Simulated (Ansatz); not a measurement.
La$_{2}$AlGe:
```
CELL_PARAMETERS angstrom
      0.00000     2.31289    -5.82121
      0.00000     2.31289     5.82121
      4.16947     0.00000     0.00000
ATOMIC_POSITIONS crystal
  La 0.35997 0.64003 0.00000
  La 0.64378 0.35622 0.50000
  Al 0.06675 0.93325 0.00000
  Ge 0.92950 0.07050 0.50000
```

Relaxed with r²SCAN.

Q: Which orbitals make up the states near the Fermi level in r²SCAN in the plane-wave PAW code Ansatz?

A: Within 0.5 eV of the Fermi level: La 5d 70 %, Al 3p 11 %, Ge 4p 5 %, La 4f 5 %. Projections are on Löwdin-orthogonalised atomic valence shells; empty p or d shells of many metals are not among them.

Q: Tabulate the density of states.

A: States/eV per cell of 4 atoms, in 0.25 eV bins, energy from the Fermi level.

```tsv
E (eV)	total	La 5d	La 4f	Ge 4p
-7.85	0.00	0.00	0.00	0.00
-7.60	0.00	0.00	0.00	0.00
-7.35	0.00	0.00	0.00	0.00
-7.10	0.00	0.00	0.00	0.00
-6.85	0.00	0.00	0.00	0.00
-6.60	0.00	0.00	0.00	0.00
-6.35	0.00	0.00	0.00	0.00
-6.10	0.00	0.00	0.00	0.00
-5.85	0.00	0.00	0.00	0.00
-5.60	0.00	0.00	0.00	0.00
-5.35	1.41	0.33	0.01	0.39
-5.10	1.09	0.25	0.01	0.29
-4.85	1.35	0.30	0.01	0.30
-4.60	2.24	0.50	0.03	0.45
-4.35	1.00	0.22	0.01	0.21
-4.10	0.61	0.12	0.01	0.15
-3.85	0.30	0.05	0.01	0.08
-3.60	0.02	0.00	0.00	0.01
-3.35	0.30	0.06	0.00	0.10
-3.10	0.96	0.20	0.01	0.33
-2.85	1.85	0.41	0.02	0.69
-2.60	2.44	0.55	0.03	0.98
-2.35	2.10	0.55	0.03	0.81
-2.10	2.88	0.86	0.05	0.99
-1.85	4.02	1.29	0.09	1.50
-1.60	3.42	1.23	0.09	1.28
-1.35	4.41	1.63	0.15	1.54
-1.10	2.42	0.89	0.09	0.71
-0.85	3.05	1.63	0.09	0.22
-0.60	3.41	1.90	0.12	0.26
-0.35	2.06	1.34	0.07	0.15
-0.10	3.07	2.17	0.13	0.15
0.15	3.81	2.77	0.20	0.19
0.40	3.27	2.40	0.24	0.12
0.65	2.22	1.57	0.26	0.09
0.90	2.71	1.62	0.54	0.15
1.15	2.80	1.48	0.85	0.13
1.40	4.19	1.77	1.78	0.16
1.65	7.48	1.93	4.65	0.18
1.90	13.00	1.70	10.40	0.15
```

Space group Amm2. The first step of the workflow began from a Materials Project structure, measured or hypothetical; the Crystallography Open Database copy checked does not list it. With Al and Ge taken as one species the cell has the higher symmetry Cmcm, so it may be an ordered model of a mixed-site phase. Whether it is the stable phase at ambient conditions was not checked. The r²SCAN relaxation kept the symmetry of its start; whether a distortion lowers the energy is not shown. Scalar-relativistic: spin–orbit coupling is off unless named, which matters more the heavier the elements.

Potentials: the earlier of the program's two PAW sets.
